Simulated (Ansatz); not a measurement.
**Computed properties of CaO**

CaO:
```
CELL_PARAMETERS angstrom
      3.90886     0.00000     0.00000
     -1.95443     3.38517     0.00000
      0.00000     0.00000     4.68353
ATOMIC_POSITIONS crystal
  Ca 0.33333 0.66667 0.75000
  Ca 0.66667 0.33333 0.25000
  O  0.33333 0.66667 0.25000
  O  0.66667 0.33333 0.75000
```

Space group P6_3/mmc (No. 194); conventional cell a = b = 3.909 Å, c = 4.684 Å, α = β = 90.00°, γ = 120.00°.

Method: DFT-LDA in the program Ansatz with PAW potentials. Structure relaxed to zero pressure with the same functional. Other levels are named where they apply.

### Cell and energy

```json
{
 "volume_per_atom": "15.49 Å³",
 "density": "3.01 g/cm³",
 "Formation energy from the elements (no fitted shifts)": "-3.09 eV/atom"
}
```

### Electronic structure

```json
{
  "band_gap": "3.22 eV (direct)",
  "valence_band_maximum": "at Γ",
  "conduction_band_minimum": "at Γ",
  "electron_effective_mass": "0.39, 0.39, 0.56 mₑ (principal values)",
  "hole_effective_mass": "0.34, 2.7, 2.7 mₑ (principal values)"
}
```

### Mechanics

```json
{
  "Bulk modulus (Birch–Murnaghan fit)": "102 GPa",
  "Pressure derivative B′": "4.3",
  "Elastic constants (relaxed ions, GPa)": "C11 = 135, C12 = 108, C13 = 52.8, C33 = 232, C44 = 64.0",
  "mechanical_stability": "stable (all eigenvalues of C positive)",
  "hill_bulk_and_shear_moduli": "103 and 36.9 GPa",
  "Young's modulus": "98.9 GPa",
  "Poisson's ratio": "0.34",
  "debye_temperature_from_the_elastic_constants": "470 K"
}
```

### Dielectric response

```json
{
  "Electronic dielectric constant ε∞ (DFPT)": "3.39 (xx = yy), 3.48 (zz)",
  "Static dielectric constant ε0 (ions relaxed, cell fixed)": "7.09 (xx = yy), 12.4 (zz)",
  "Born charges (a third of the trace)": "Ca +2.16, O -2.16 e"
}
```

### Phonons

```json
{
  "Highest zone-centre frequency (without LO–TO term)": "11.96 THz",
  "zone_centre_stability": "no imaginary mode at Γ",
  "dynamical_stability_on_the_path": "stable (no imaginary branch)",
  "zero_point_energy": "57.4 meV/atom",
  "Vibrational entropy at 300 K": "19.7 J/(K·mol of atoms)"
}
```

The first step of the workflow began from a Materials Project structure, measured or hypothetical; the Crystallography Open Database copy checked does not list it. It is not the phase usual at ambient conditions (space group No. 225). The cell was relaxed with LDA under the symmetry of its start. The references are the lowest solids computed at this level, not always the standard phases (solids in place of the gases).

Potentials: the later of the program's two PAW sets.
